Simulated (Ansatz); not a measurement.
TiRh:
```yaml
crystal:
  lattice:
    - [3.07150, 0.00000, 0.00000]
    - [0.00000, 3.07150, 0.00000]
    - [0.00000, 0.00000, 3.07150]
  atoms:
    - { symbol: Ti, position: [0.50000, 0.50000, 0.50000] }
    - { symbol: Rh, position: [0.00000, 0.00000, 0.00000] }
```

Relaxed with PBEsol. Special points in fractions of this cell's reciprocal vectors: Γ (0.000, 0.000, 0.000); X (0.000, 0.500, 0.000); M (0.500, 0.500, 0.000); R (0.500, 0.500, 0.500).

Problem. List the band energies nearest the Fermi level at these points for DFT-PBEsol with spin–orbit coupling in the program Ansatz with PAW potentials.

Solution. In eV from the Fermi level; about four levels below and three above (degenerate sets whole), none deeper than 8.9 eV; points with the same levels are listed once.

| k | below | above |
|---|---|---|
| Γ | -2.55 -2.55 -2.55 -2.55 -2.34 -2.34 | 0.78 0.78 0.78 0.78 |
| X | -1.77 -1.77 -1.26 -1.26 | 0.21 0.21 0.27 0.27 |
| M | -0.88 -0.88 -0.07 -0.07 | 0.56 0.56 0.77 0.77 |
| R | -0.81 -0.81 -0.81 -0.81 | 2.50 2.50 2.50 2.50 |

Space group Pm-3m (CsCl type). The first step of the workflow began from a Materials Project structure, measured or hypothetical; the Crystallography Open Database copy checked does not list it. COD files the formula under space group No. 123. Whether it is the stable phase at ambient conditions was not checked. Symmetry was held in the PBEsol relaxation. At this level the phase is mechanically unstable. The run is not spin-polarised.

Potentials: the later of the program's two PAW sets.
